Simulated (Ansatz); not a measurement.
A generated cell, not matched to a known phase here, of Hf$_{2}$Rh: P6₃/mmc (No. 194), hP6; a = 3.1690 Å, b = 3.1690 Å, c = 12.9826 Å, α = 90.00°, β = 90.00°, γ = 120.00°; Hf 4f (0.333, 0.667, 0.096); Rh 2b (0.000, 0.000, 0.250). Method: PBEsol (plane waves to 420 eV, PAW, scalar-relativistic; Ansatz, a program for electronic structure). Element references, the lowest calculated here: Hf (P6₃/mmc), Rh (Fm-3m).

### Question
Give the formation energy of this P6₃/mmc form of Hf2Rh from the elements at the level PBEsol.

### Answer
-0.35 eV/atom.

A lower structure of this composition may exist.

Static energies, no anion corrections, no zero-point energy. Values are rounded to 0.01 eV/atom. Not shown to be the ambient phase of their composition (a lower form may be missing, and a cell relaxed within its start's symmetry can be a saddle point): Hf2Rh (P6₃/mmc). Spin-orbit coupling is missing from these energies, which matters for elements this heavy. The compounds carry no spin polarisation.
